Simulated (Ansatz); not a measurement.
La (simple cubic, Pm-3m), a = b = c = 3.295 Å, α = β = γ = 90.00°.

This is the r²SCAN-relaxed structure.

All from DFT-r²SCAN in the program Ansatz with PAW potentials, unless another level is named. Estimate the density of states at the Fermi level.

2.3 states/eV per atom (mean over ±0.08 eV).

What about the gap with spin–orbit coupling?

none (metallic).

A made-up cell: these elements were put on the sites of a structure type; neither database checked (COD, Materials Project) lists it. It is not the phase usual at ambient conditions (space group No. 194). The cell was relaxed with r²SCAN under the symmetry of its start. At this level the phase is dynamically unstable (imaginary phonons). Scalar-relativistic: spin–orbit coupling is off unless named, which matters more the heavier the elements.

Potentials: the later of the program's two PAW sets.
